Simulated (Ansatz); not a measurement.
Relaxed candidate structures of ScSi:

A. Fm-3m (No. 225), cF8, rock salt type; a = 5.394 Å, b = 5.394 Å, c = 5.394 Å, α = 90.00°, β = 90.00°, γ = 90.00°; Sc 4a (0.000, 0.000, 0.000); Si 4b (0.500, 0.500, 0.500)

B. Pmmm (No. 47), oP2; a = 2.879 Å, b = 3.012 Å, c = 4.524 Å, α = β = γ = 90.00°; Sc 1e (0.000, 0.500, 0.000); Si 1c (0.000, 0.000, 0.500)

C. Pmm2 (No. 25), oP6; a = 4.619 Å, b = 4.997 Å, c = 7.588 Å, α = β = γ = 90.00°; Sc 1d (0.500, 0.500, 0.788); Sc 1d (0.500, 0.500, 0.402); Sc 1b (0.000, 0.500, 0.129); Si 2h (0.500, 0.235, 0.091); Si 1b (0.000, 0.500, 0.578)

D. Pm-3m (No. 221), cP2, CsCl type; a = b = c = 3.2805 Å, α = β = γ = 90.00°; Sc 1a (0.000, 0.000, 0.000); Si 1b (0.500, 0.500, 0.500)

E. Immm (No. 71), oI4; a = 3.1065 Å, b = 4.4948 Å, c = 5.3756 Å, α = β = γ = 90.00°; Sc 2d (0.000, 0.500, 0.000); Si 2b (0.500, 0.000, 0.000)

**Question.** Rank these by energy per atom (lowest first), as PBEsol (plane waves to 420 eV, PAW, scalar-relativistic; Ansatz, a quantum-chemistry and plane-wave program) gives it.

**Answer.** E (reference), D (+0.05 eV/atom), A (+0.11 eV/atom), B (+0.57 eV/atom), C (+0.78 eV/atom)

The lowest structure calculated, Cmcm, oS8, is not among these; it lies 0.38 eV/atom below the lowest of them. Probably no minimum, since a slightly shaken restart fell lower: Fm-3m, cF8, rock salt type (by 0.19 eV/atom, to C2/m); Pmmm, oP2 (by 0.66 eV/atom, to P4/mmm). Each run could gain symmetry but not lose that of its start, so entries can be saddle points. All of these are generated cells (placed on structure types, drawn at random, substituted or restacked) that were not matched to a known phase here. Energies are at zero temperature and pressure, without zero-point motion. Each cell has its own k-point mesh; energy differences are given only to the digits this allows. No spin polarisation in the result.
